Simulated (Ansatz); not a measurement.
The relaxed structure here is a generated cell of ScIr: the first start was made by a random draw of sites in a space group, and the end was not matched to a known phase here, so it may be hypothetical.

A structure of ScIr relaxed with PBEsol (plane waves to 420 eV, PAW, scalar-relativistic; Ansatz, a first-principles code); single points at other levels follow on the same geometry (Ansatz, PAW; HSE06 at 420 eV on a 8×8×8 k-mesh; no spin-orbit coupling). Space group Fm-3m (No. 225).

```
CELL_PARAMETERS angstrom
      0.00000     2.64477     2.64477
      2.64477     0.00000     2.64477
      2.64477     2.64477     0.00000
ATOMIC_POSITIONS crystal
  Ir 0.50000 0.50000 0.50000
  Sc 0.00000 0.00000 0.00000
```

```tsv
level	gap (eV)	kind	conduction minimum
PBEsol	0.15	indirect	30 % of the way from L to W
HSE06	0.05	–	k = (0.5, 0.425, 0.575)
```

HSE06 gaps come from a coarse mesh plus a few chosen points, so they may be too large. No spin polarisation in the result.

The run could not lower the symmetry of its start; a shaken copy of this end point relaxes with PBEsol to Pm-3m (No. 221), 0.73 eV/atom lower.
